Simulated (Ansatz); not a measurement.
A geometry of SnICl away from equilibrium: the start of the relaxation of a relaxed SnICl cell shaken by Gaussian noise of σ = 0.08 Å a coordinate. Calculation: r2SCAN (plane waves to 500 eV, PAW, scalar-relativistic; Ansatz, a program for electronic structure). Γ-centred k-mesh 2×4×2 on the run's cell (coarser than for final values), Fermi–Dirac smearing 0.05 eV.

```xyz
12
Lattice="8.8336 0.0000 0.0000 0.0000 4.3993 0.0000 0.0000 0.0000 10.4850" Properties=species:S:1:pos:R:3 pbc="T T T"
Sn     1.1018     3.2241     3.7486
Sn     7.6788     1.1891     6.8567
Sn     3.3453     1.1002     8.8649
Sn     5.4020     3.2653     1.8078
I      4.4069     3.2676     7.1067
I      4.5508     0.9850     3.4804
I      0.0121     1.1368     1.7595
I      8.6878     3.3109     8.5202
Cl     1.2447     1.0693     5.8237
Cl     7.5453     3.3079     4.8289
Cl     3.2305     3.4129     0.6934
Cl     5.7905     1.1075     9.9047
```

Problem. Which atoms carry the largest force, and which way does it point?

Solution. 1.68 eV/Å, on Sn4 (atoms numbered as listed); on Sn4 its components are (1.41, -0.28, -0.86).

Problem. What is the pressure?

Solution. +0.9 GPa, compression positive.

Problem. How much energy per atom can still be gained by relaxing?

Solution. 0.04 eV/atom; the path ends in Pnma (No. 62).

No spin polarisation in the result.

The cell that was disturbed is our relaxation of an entry of Materials Project.
